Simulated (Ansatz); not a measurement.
The relaxed structure here is a generated cell of Nb: the first start was made by placing the elements on the sites of a structure type, and the end was not matched to a known phase here, so it may be hypothetical. Known forms of Nb include space group No. 229.

A relaxed cell of Nb (Pm-3m (No. 221)), relaxed on a k-mesh at least as fine as the one used below. Calculation: PBE (plane waves to 420 eV, PAW, scalar-relativistic; Ansatz, a quantum-chemistry and plane-wave program). Γ-centred k-mesh 12×12×12 on the run's cell (coarser than for final values), Fermi–Dirac smearing 0.05 eV.

```xyz
2
Lattice="5.4396 0.0000 0.0000 2.7198 2.7198 0.0000 0.0000 0.0000 2.7198" Properties=species:S:1:pos:R:3 pbc="T T T"
Nb     0.0000     0.0000     0.0000
Nb     2.7198     0.0000     0.0000
```

The atoms are displaced along an unstable phonon of this cell by (Å):

```tsv
atom	ux	uy	uz
Nb1	0.000	0.000	0.150
Nb2	0.000	0.000	-0.150
```

### Question
What forces (eV/Å) and pressure result?

### Answer
```json
[
 {"atom": "Nb1", "Fx": "0.00", "Fy": "0.00", "Fz": "1.19"},
 {"atom": "Nb2", "Fx": "0.00", "Fy": "0.00", "Fz": "-1.19"}
]
```

Pressure -1.3 GPa.

### Question
Estimate the energy cost of the displacement in the harmonic approximation and compare with the calculation.

### Answer
For a harmonic well ΔE = −½ Σ F·u = -0.178 eV a cell, or -89 meV/atom. The calculated energy relative to the undisplaced cell is -0.09 eV/atom, so the harmonic estimate holds well.

The undisplaced cell is probably no minimum: from this displacement the run went on to Im-3m (No. 229), 0.98 eV/atom below it.

No spin polarisation in the result.
